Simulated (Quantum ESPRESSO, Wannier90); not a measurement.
**Wannierisation of CsGeI3 (Cm)**

Structure: Materials Project mp-28377, symmetrised, not relaxed again. Not found in the COD (Crystallography Open Database) copy used, which has the formula in other groups; not checked further. The atoms lie within 0.1 Å of the higher space group R3m. Method: PBEsol plane waves in Quantum ESPRESSO 7.5 (PseudoDojo norm-conserving files, 63 Ry, spinors with spin-orbit coupling), Bloch states on a 4×4×4 mesh through Γ, Wannier90 4.0.1. Density: 6×6×6 mesh, cold smearing 0.01 Ry.

On the energy scale of pw.x, whose zero is arbitrary, the valence-band maximum lies at 3.66 eV.

Input w.win:

```
num_bands = 2
num_wann = 2
exclude_bands = 1-12,15-72
spinors = true
num_iter = 800
conv_tol = 1.0e-6
conv_window = 4
write_hr = true
write_u_matrices = true
auto_projections = true
begin unit_cell_cart
ang
    4.3533650000   -4.2241850000    0.0000000000
    4.3533650000    4.2241850000    0.0000000000
   -0.3242650000    0.0000000000    6.1194950000
end unit_cell_cart
begin atoms_frac
Cs  -0.0890100000 -0.0890100000 -0.4133900000
Ge   0.3726500000  0.3726500000  0.1341400000
I    0.4116200000  0.4116200000 -0.4192300000
I   -0.0800700000  0.4088100000  0.0932400000
I    0.4088100000 -0.0800700000  0.0932400000
end atoms_frac
mp_grid = 4 4 4
begin kpoints
0.0000000000 0.0000000000 0.0000000000
0.0000000000 0.0000000000 0.2500000000
0.0000000000 0.0000000000 0.5000000000
... (61 more lines: the 4x4x4 mesh through Gamma)
end kpoints
```

Input of pw2wannier90.x that gives the overlap and projection files (equivalent; here they were cut from one run over all bands):

```
&inputpp
  outdir = './out'
  prefix = 'pwscf'
  seedname = 'w'
  write_amn = .true.
  write_mmn = .true.
  scdm_proj = .true.
  scdm_entanglement = 'isolated'
/
```

Output w.wout (banner and timings cut):

```
                                    ------
                                    SYSTEM
                                    ------

                              Lattice Vectors (Ang)
                    a_1     4.353365  -4.224185   0.000000
                    a_2     4.353365   4.224185   0.000000
                    a_3    -0.324265   0.000000   6.119495

                   Unit Cell Volume:     225.06792  (Ang^3)

                        Reciprocal-Space Vectors (Ang^-1)
                    b_1     0.721647  -0.743716   0.038239
                    b_2     0.721647   0.743716   0.038239
                    b_3    -0.000000   0.000000   1.026749

 *----------------------------------------------------------------------------*
 |   Site       Fractional Coordinate          Cartesian Coordinate (Ang)     |
 +----------------------------------------------------------------------------+
 | cs   1  -0.08901  -0.08901  -0.41339   |   -0.64094   0.00000  -2.52974    |
 | ge   1   0.37265   0.37265   0.13414   |    3.20107   0.00000   0.82087    |
 | i    1   0.41162   0.41162  -0.41923   |    3.71981   0.00000  -2.56548    |
 | i    2  -0.08007   0.40881   0.09324   |    1.40089   2.06512   0.57058    |
 | i    3   0.40881  -0.08007   0.09324   |    1.40089  -2.06512   0.57058    |
 *----------------------------------------------------------------------------*
                                ------------
                                K-POINT GRID
                                ------------

             Grid size =  4 x  4 x  4      Total points =   64

 *---------------------------------- MAIN ------------------------------------*
 |  Number of Wannier Functions               :                 2             |
 |  Number of Objective Wannier Functions     :                 2             |
 |  Number of input Bloch states              :                 2             |
 |  Output verbosity (1=low, 5=high)          :                 1             |
 |  Timing Level (1=low, 5=high)              :                 1             |
 |  Optimisation (0=memory, 3=speed)          :                 3             |
 |  Length Unit                               :               Ang             |
 |  Post-processing setup (write *.nnkp)      :                 F             |
 |  Using Gamma-only branch of algorithms     :                 F             |
 *----------------------------------------------------------------------------*
 *------------------------------- WANNIERISE ---------------------------------*
 |  Total number of iterations                :               800             |
 |  Number of CG steps before reset           :                 5             |
 |  Trial step length for line search         :             2.000             |
 |  Convergence tolerence                     :         0.100E-05             |
 |  Convergence window                        :                 4             |
 |  Iterations between writing output         :                 1             |
 |  Iterations between backing up to disk     :               100             |
 |  Write r^2_nm to file                      :                 F             |
 |  Write xyz WF centres to file              :                 F             |
 |  Write on-site energies <0n|H|0n> to file  :                 F             |
 |  Use guiding centre to control phases      :                 F             |
 |  Use phases for initial projections        :                 F             |
 *----------------------------------------------------------------------------*
 *-------------------------------- PLOTTING ----------------------------------*
 |  Plotting Hamiltonian in WF basis          :                 T             |
 *----------------------------------------------------------------------------*

 *---------------------------------- K-MESH ----------------------------------*
 +----------------------------------------------------------------------------+
 |                    Distance to Nearest-Neighbour Shells                    |
 |                    ------------------------------------                    |
 |          Shell             Distance (Ang^-1)          Multiplicity         |
 |          -----             -----------------          ------------         |
 |             1                   0.256687                      2            |
 |             2                   0.259248                      4            |
 |             3                   0.358036                      4            |
 |             4                   0.361330                      2            |
 |             5                   0.371491                      4            |
 |             6                   0.371858                      2            |
 |             7                   0.432009                      2            |
 |             8                   0.451848                      4            |
       ... (lines left out)
 +----------------------------------------------------------------------------+
 | The b-vectors are chosen automatically                                     |
 | The following shells are used:                       1,  2,  3,  4         |
 +----------------------------------------------------------------------------+
 |                        Shell   # Nearest-Neighbours                        |
 |                        -----   --------------------                        |
 |                          1               2                                 |
 |                          2               4                                 |
 |                          3               4                                 |
 |                          4               2                                 |
 +----------------------------------------------------------------------------+
 | Completeness relation is fully satisfied [Eq. (B1), PRB 56, 12847 (1997)]  |
 +----------------------------------------------------------------------------+
 |                  b_k Vectors (Ang^-1) and Weights (Ang^2)                  |
 |                  ----------------------------------------                  |
 |            No.         b_k(x)      b_k(y)      b_k(z)        w_b           |
 |            ---        --------------------------------     --------        |
 |             1         0.000000    0.000000    0.256687     7.037785        |
 |             2         0.000000    0.000000   -0.256687     7.037785        |
 |             3         0.180412    0.185929    0.009560     6.945736        |
 |             4         0.180412   -0.185929    0.009560     6.945736        |
 |             5        -0.180412   -0.185929   -0.009560     6.945736        |
 |             6        -0.180412    0.185929   -0.009560     6.945736        |
 |             7         0.180412    0.185929   -0.247127     0.286059        |
 |             8         0.180412   -0.185929   -0.247127     0.286059        |
 |             9        -0.180412   -0.185929    0.247127     0.286059        |
 |            10        -0.180412    0.185929    0.247127     0.286059        |
 |            11         0.360823    0.000000    0.019120     0.224537        |
 |            12        -0.360823    0.000000   -0.019120     0.224537        |
 +----------------------------------------------------------------------------+
 |                           b_k Directions (Ang^-1)                          |
 |                           -----------------------                          |
 |            No.           x           y           z                         |
 |            ---        --------------------------------                     |
 |             1         0.000000    0.000000    0.256687                     |
 |             2         0.180412    0.185929    0.009560                     |
 |             3         0.180412   -0.185929    0.009560                     |
 |             4         0.180412    0.185929   -0.247127                     |
 |             5         0.180412   -0.185929   -0.247127                     |
 |             6         0.360823    0.000000    0.019120                     |
 +----------------------------------------------------------------------------+

 Starting a new Wannier90 calculation ...

 Reading overlaps from w.mmn

 Reading projections from w.amn

 *------------------------------- WANNIERISE ---------------------------------*
 +--------------------------------------------------------------------+<-- CONV
 | Iter  Delta Spread     RMS Gradient      Spread (Ang^2)            |<-- CONV
 +--------------------------------------------------------------------+<-- CONV

 ------------------------------------------------------------------------------
 Initial State
  WF centre and spread    1  (  2.405402,  0.000042,  1.457499 )     7.36325595
  WF centre and spread    2  (  2.728582, -0.000043, -4.635532 )     7.26482060
  Sum of centres and spreads (  5.133984, -0.000002, -3.178033 )    14.62807655

      0     0.146E+02     0.0000000000       14.6280765537  <-- CONV
        O_D=      0.6656104 O_OD=      0.8148630 O_TOT=     14.6280766 <-- SPRD
 ------------------------------------------------------------------------------
      1    -0.112E+01     1.5540713456       13.5075141000  <-- CONV
        O_D=      0.2854322 O_OD=      0.0744788 O_TOT=     13.5075141 <-- SPRD
      2    -0.104E+00     0.6268140793       13.4033073693  <-- CONV
        O_D=      0.2445140 O_OD=      0.0111903 O_TOT=     13.4033074 <-- SPRD
      3    -0.160E-01     0.2652630313       13.3873114728  <-- CONV
        O_D=      0.2391783 O_OD=      0.0005300 O_TOT=     13.3873115 <-- SPRD
      4    -0.168E-02     0.0975570543       13.3856310282  <-- CONV
        O_D=      0.2379561 O_OD=      0.0000718 O_TOT=     13.3856310 <-- SPRD
      5    -0.351E-03     0.0363903776       13.3852796101  <-- CONV
        O_D=      0.2376500 O_OD=      0.0000265 O_TOT=     13.3852796 <-- SPRD
       ... (lines left out)
     10    -0.792E-07     0.0005596260       13.3851740828  <-- CONV
        O_D=      0.2375635 O_OD=      0.0000074 O_TOT=     13.3851741 <-- SPRD
     11    -0.984E-08     0.0002156117       13.3851740729  <-- CONV
        O_D=      0.2375635 O_OD=      0.0000074 O_TOT=     13.3851741 <-- SPRD
     12    -0.113E-08     0.0000800071       13.3851740718  <-- CONV
        O_D=      0.2375635 O_OD=      0.0000074 O_TOT=     13.3851741 <-- SPRD
             <<<     Delta < 1.000E-06  over  4 iterations     >>>
             <<< Wannierisation convergence criteria satisfied >>>
 Final State
  WF centre and spread    1  (  2.404865, -0.000000,  1.470726 )     6.69258704
  WF centre and spread    2  (  2.729130, -0.000000, -4.648769 )     6.69258703
  Sum of centres and spreads (  5.133996, -0.000000, -3.178044 )    13.38517407

         Spreads (Ang^2)       Omega I      =    13.147603099
        ================       Omega D      =     0.237563531
                               Omega OD     =     0.000007442
    Final Spread (Ang^2)       Omega Total  =    13.385174072
```
